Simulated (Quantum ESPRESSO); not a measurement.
Kohn-Sham bands of ZnCdO2 (P3m1)

```xyz
4
Lattice="3.4464 0.0000 0.0000 -1.7232 2.9847 0.0000 0.0000 0.0000 5.7053" Properties=species:S:1:pos:R:3 pbc="T T T"
Zn     0.0000     0.0000    -0.0175
Cd    -1.7232     0.9949     2.7981
O     -1.7232     0.9949     0.5591
O      0.0000     0.0000    -1.9933
```

Materials Project entry mp-1215505; symmetrised, unrelaxed at this level. Not found in the COD (Crystallography Open Database) copy used; not checked further. Computed values, not measurements, from PBEsol: Quantum ESPRESSO (norm-conserving PseudoDojo potentials, cutoff 82 Ry, no spin polarisation, no spin-orbit coupling) on a Γ-centred 6×6×4 mesh, then Wannier90. Density: 12×12×6 mesh, Gaussian smearing 0.01 Ry.

Energies are relative to the Fermi level; weights are on the orthonormalised atomic waves of the pseudopotential files, averaged over the group. 52 electrons a cell are treated as valence.

Task: Into which isolated groups do the bands fall, where do they lie and what are they made of?

Result: 
```json
[
 {"bands": "1", "from (eV)": "-123.28", "to (eV)": "-123.28", "filling": "filled", "weight on atomic waves": "Zn 3s 100 %"},
 {"bands": "2", "from (eV)": "-100.26", "to (eV)": "-100.26", "filling": "filled", "weight on atomic waves": "Cd 4s 100 %"},
 {"bands": "3–5", "from (eV)": "-77.62", "to (eV)": "-77.61", "filling": "filled", "weight on atomic waves": "Zn 3p 100 %"},
 {"bands": "6–8", "from (eV)": "-61.39", "to (eV)": "-61.35", "filling": "filled", "weight on atomic waves": "Cd 4p 100 %"},
 {"bands": "9–10", "from (eV)": "-17.15", "to (eV)": "-16.56", "filling": "filled", "weight on atomic waves": "O 2s 90 %"},
 {"bands": "11–15", "from (eV)": "-7.09", "to (eV)": "-6.05", "filling": "filled", "weight on atomic waves": "Cd 4d 88 %, O 2p 8 %"}
]
```

No gap over 0.05 eV opens at the Fermi level at this level of theory; semilocal functionals close the gap of some real semiconductors.
